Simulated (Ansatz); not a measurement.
## Notes on SrTiO₃

```xyz
5
Lattice="3.9177 0.0000 0.0000 0.0000 3.9177 0.0000 0.0000 0.0000 3.9177" Properties=species:S:1:pos:R:3 pbc="T T T"
Sr    0.0000    0.0000    0.0000
Ti    1.9589    1.9589    1.9589
O     0.0000    1.9589    1.9589
O     1.9589    0.0000    1.9589
O     1.9589    1.9589    0.0000
```

Level: PBE, spin-orbit coupling; 420 eV; 7×7×7 Γ-centred mesh; fermi-dirac occupations (width 0.1 eV); Ansatz 0.2.0, fixed geometry.

The state carries no moments; the state need not be the lowest.

**Band edges.** Within 0.7 eV of the edges, the states project mainly on O p (97 %) below the gap and on Ti d (91 %) above it.
**Electronic structure.** The gap is 1.85 eV, indirect (the least direct gap found is 2.19 eV).
**Stress.** The pressure is 2.5 GPa (compression positive), so with the atoms held at these fractions the cell would first expand.
**Charges.** Bader charges in e: Sr +1.59, Ti +2.24, O -1.28. In the mean Ti gives up most and O takes most.

Origin: a database entry at a rescaled volume. Caveats: the SCF threshold is loose for a stress.
